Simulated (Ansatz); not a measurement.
## Ge: clamped-ion strain scan

Level of theory: Ansatz, DFT PBEsol, scalar-relativistic, plane waves, PAW. The runs took a 420 eV cutoff, a Γ-centred 14×14×14 mesh and Gaussian smearing (0.15 eV). No spin polarisation. Energies are free energies at this smearing, counted from the undisturbed cell; pressure is positive in compression.

Reference structure (as given, not relaxed at this level; it stands at 0.7 GPa):

```
CELL_PARAMETERS angstrom
0.00000 2.82877 2.82877
2.82877 0.00000 2.82877
2.82877 2.82877 0.00000
ATOMIC_POSITIONS crystal
Ge 0.50000 0.50000 0.50000
Ge 0.75000 0.75000 0.75000
```

The cell is strained by ε times the Voigt pattern (0, 0, 0, 0, 0, 1) (xx, yy, zz, yz, xz, xy; engineering shear) with fractional coordinates fixed. The cell is metallic on the mesh throughout.

```tsv
ε	ΔE (meV/atom)	stress summed along the pattern (GPa, tension positive)	pressure (GPa)
-0.0200	2.4	-1.66	0.7
-0.0100	0.6	-0.83	0.7
0.0000	0.0	0.00	0.7
0.0025	0.0	0.21	0.7
0.0050	0.1	0.42	0.7
0.0075	0.3	0.62	0.7
0.0125	0.9	1.04	0.7
0.0150	1.3	1.25	0.7
0.0175	1.8	1.46	0.7
```

By symmetry 0.0200 repeats -0.0200, -0.0150 repeats 0.0150, 0.0100 repeats -0.0100, -0.0050 repeats 0.0050 in energy, with the opposite slope along the path.